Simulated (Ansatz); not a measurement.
# What settings do to one calculation: zincblende alloy of CdSe and ZnSe (3 of 8 Cd sites exchanged), 16 atoms with displaced atoms

Ansatz (PAW, plane waves), atoms fixed. The base input:

```yaml
crystal:
  lattice:
    - [11.820563, 0.000000, 0.000000]
    - [0.000000, 5.910282, 0.000000]
    - [0.000000, 0.000000, 5.910282]
  atoms:
    - { symbol: Zn, position: [0.997991, 0.009097, 0.991193] }
    - { symbol: Zn, position: [0.502564, 0.979036, 0.011003] }
    - { symbol: Zn, position: [0.263017, 0.507472, 0.007038] }
    - { symbol: Se, position: [0.121914, 0.253423, 0.227374] }
    - { symbol: Se, position: [0.632135, 0.268806, 0.245130] }
    - { symbol: Se, position: [0.376551, 0.735969, 0.267417] }
    - { symbol: Se, position: [0.875848, 0.745808, 0.277382] }
    - { symbol: Se, position: [0.373104, 0.234600, 0.722502] }
    - { symbol: Se, position: [0.860378, 0.252278, 0.734391] }
    - { symbol: Se, position: [0.129601, 0.739833, 0.708306] }
    - { symbol: Se, position: [0.617860, 0.747238, 0.775472] }
    - { symbol: Cd, position: [0.754463, 0.507903, 0.009471] }
    - { symbol: Cd, position: [0.242745, 0.029737, 0.485942] }
    - { symbol: Cd, position: [0.747014, 0.989957, 0.481053] }
    - { symbol: Cd, position: [0.994936, 0.498805, 0.521585] }
    - { symbol: Cd, position: [0.503258, 0.507492, 0.497744] }
  symmetry: { detect: false }
kpoints:
  mp_grid: { grid: [1, 1, 1], shift: [0.25, 0.25, 0.25] }
hamiltonian:
  xc: pbesol
scf:
  occupations: { method: fermi_dirac, width: 0.01 }
output:
  forces: true
  eigenvalues: true
  stress: true
  populations: true
```

Command:

```sh
ansatz run in.yaml --threads 2 --pin off --max-ram 20900MiB --runs-dir r --events-out ev --progress --plain
```

It converged in 10 iterations and 5.4 s of wall time on 2 threads of an EPYC 7R13 processor, on a host shared with other runs; peak host memory 0.89 GiB; largest force component 2.47 eV/Å, pressure 2.39 GPa. The cutoff was the default, 420 eV. The base isn't a converged reference: it has few k points, and its atoms are unrelaxed. Each run below changes the keys shown and caps the iterations.

```
run                                                           changed         ending  iterations  free energy less the base (meV per atom)  rms change of forces (eV/Å)  change of pressure (GPa)  wall time (s, shared host)
  1                                      ecutrho_ratio 3, max_iter 60      converged          10                                      -0.1                        0.000                      0.00                       4 CPU
  2                      mixing beta 0.01, width 2.0 eV, max_iter 100      converged          11                                   -2339.7                        0.550                     12.71                      11 CPU
  3                   max_iter 50, k points a 3×3×3 mesh centred on Γ      converged           9                                      -5.1                        0.298                     -0.08                      10 GPU
  4                                        accuracy high, max_iter 90      converged          13                                       0.0                        0.000                      0.00                       9 CPU
  5  n_extra_bands 1, mixing beta 0.03, max_iter 100, total_charge -1      converged          35                                other zero                        0.226                      1.34                      14 CPU
  6                                  dr2_threshold 1e-09, max_iter 50      converged          12                                       0.0                        0.000                      0.00                     5.8 CPU
  7                        width 1.0 eV, mixing beta 0.6, max_iter 50      converged           9                                    -326.7                        0.293                      3.12                       6 CPU
  8         occupations cold, max_iter 60, k points the Γ point alone      converged          10                                     198.4                        0.336                      1.15                     2.6 CPU
  9                                                        max_iter 2  not converged           –                                         –                            –                         –                           –
 10         mixing algorithm linear, dr2_threshold 1e-05, max_iter 60        refused           –                                         –                            –                         –                           –
```

«Other zero»: another functional, charge or dispersion term moves the zero of energy, so the difference says nothing of accuracy.

Task: Which changes leave the result alone, and which of the same physical model moves the forces most?

Result: The forces move by under 0.002 eV/Å in runs 1, 4, 6. Run 2 (mixing beta 0.01, width 2.0 eV, max_iter 100) moves them most among the runs with the same functional, charge and dispersion term, by 0.550 eV/Å.

Task: Why did some runs give no result?

Result: - run 9: did not converge after 2 iterations: dr2 = 4.09e-2 (threshold 1.00e-7), under the density mixer `msr1`, which `scf.mixing.algorithm: auto` chose by the deck's other keys (type `scf.mixing.algorithm: msr1` to keep it);
- run 10: YAML parse error: error: line 32 column 24: unknown variant `linear`, expected one of auto, anderson, broyden, msr1
